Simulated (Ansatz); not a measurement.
Ni3Sn4:
```xyz
7
Lattice="6.0893 2.0294 0.0000 -6.0893 2.0294 0.0000 -1.3572 0.0000 5.0226" Properties=species:S:1:pos:R:3 pbc="T T T"
Ni     0.0000     0.0000     0.0000
Ni     2.5638     2.0294     3.3345
Ni    -3.9209     2.0294     1.6881
Sn     0.4584     2.0294     1.5772
Sn    -1.8156     2.0294     3.4454
Sn     3.7379     2.0294     0.9418
Sn    -5.0951     2.0294     4.0808
```

Relaxed with r²SCAN. Special points in fractions of this cell's reciprocal vectors: Γ (0.000, 0.000, 0.000); C (0.280, 0.280, 0.000); C2 (-0.280, 0.720, 0.000); Y2 (-0.500, 0.500, 0.000); M2 (-0.500, 0.500, 0.500); D (-0.262, 0.738, 0.500); D2 (0.262, 0.262, 0.500); A (0.000, 0.000, 0.500); L2 (0.000, 0.500, 0.500); V2 (0.000, 0.500, 0.000).

Problem. List the band energies nearest the Fermi level at these points for the program Ansatz at the r²SCAN level (PAW).

Solution. In eV from the Fermi level; about four levels below and three above (degenerate sets whole), none deeper than 8.9 eV; points with the same levels are listed once.

| k | below | above |
|---|---|---|
| Γ | -1.33 -0.85 -0.32 -0.32 | 0.53 0.96 2.01 |
| C | -1.32 -1.14 -0.94 -0.54 | 0.75 1.20 1.49 |
| Y2 | -1.33 -1.19 -1.07 -0.73 | 0.27 0.98 1.88 |
| M2 | -1.65 -1.55 -1.53 -1.01 | 0.54 0.72 0.92 |
| D | -1.26 -1.25 -1.09 -0.91 | 0.21 0.79 2.04 |
| A | -1.46 -1.26 -1.09 -0.16 | 0.15 1.16 1.66 |
| L2 | -1.29 -1.20 -0.50 -0.27 | 0.41 2.80 3.10 |
| V2 | -1.44 -1.13 -0.99 -0.54 | 0.37 1.04 2.49 |

Space group C2/m. The first step of the workflow began from a Materials Project structure, measured or hypothetical; the Crystallography Open Database files this formula in space group No. 12, but the cells were not matched. Whether it is the stable phase at ambient conditions was not checked. The cell was relaxed with r²SCAN under the symmetry of its start; its stability against distortions is not shown here. The run is not spin-polarised. Scalar-relativistic: spin–orbit coupling is off unless named, which matters more the heavier the elements.

Potentials: the later of the program's two PAW sets.
